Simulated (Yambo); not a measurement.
How GW settings move the gap: CdZnS2

G0W0@PBEsol for CdZnS2 (space group P-4m2, No. 115) in Yambo. Reference settings: 4×4×2 Γ-centred k mesh, bands 17 to 214 and a 6 Ry block in the screening, 214 bands in G with the Bruneval-Gonze terminator, plasmon pole fitted at 27.2 eV. The PBEsol gap Γ → Γ on this mesh is 1.36 eV; G0W0 gaps are taken between the same points.

```
change from the reference       G0W0 gap Γ → Γ (eV)  shift of the valence edge (eV)        rough Yambo cost
------------------------------  -------------------  ------------------------------  ----------------------
reference settings                             2.58                           -0.71                       1
100 bands in W, 100 bands in G                 2.73                           -0.48               about 1/3
148 bands in W, 148 bands in G                 2.63                           -0.62  within a factor of two
100 bands in G                                 2.60                           -0.61                       –
148 bands in G                                 2.59                           -0.68                       –
116 bands in W                                 2.68                           -0.60               about 1/2
2 Ry block                                     2.43                           -0.50  within a factor of two
3 Ry block                                     2.46                           -0.54  within a factor of two
5 Ry block                                     2.58                           -0.69  within a factor of two
pole fitted at 40 eV                           2.59                           -0.74                       –
no random integration                          2.55                           -0.58                       –
2×2×1 mesh                                     2.26                           -0.46              about 1/20
100 bands in G, no terminator                  2.51                           -0.09                       –
148 bands in G, no terminator                  2.51                           -0.39                       –
no terminator                                  2.53                           -0.54                       –
```

The reference isn't shown to be the converged limit. Costs are rough (shared machines), scaled to the same edge states, and given only for runs that recompute the screening.

Spin-orbit coupling is included.

Geometry relaxed with PBEsol; primitive cell a = b = 3.9281 Å, c = 5.6524 Å, α = β = γ = 90.00°.

The structure is a Materials Project entry; no match was found in the copy of COD used, and its stability was not checked.

A shift is the quasiparticle energy of the state minus its PBEsol energy.
